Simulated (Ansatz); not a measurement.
NaCl (rock salt, Fm-3m), plane-wave PAW LDA (Ansatz code): ε∞ = 2.67, cell volume 40.79 Å³. Infrared-active transverse modes:

```json
[
 {"ω_TO (cm⁻¹)": "188.4", "oscillator strength S_xx (e²/amu)": "0.08232"}
]
```

**Question.** Compute the static dielectric constant.

**Answer.** Each mode adds (4.921e7/V) S/ω²: 2.80. So ε0 = 5.47.

**Question.** What LO frequency does the Lyddane–Sachs–Teller relation give?

**Answer.** ω_LO = ω_TO √(ε0/ε∞) = 270 cm⁻¹.

Symmetry was held in the LDA relaxation; phonons on a q-mesh show no instability.

Potentials: the earlier of the program's two PAW sets.
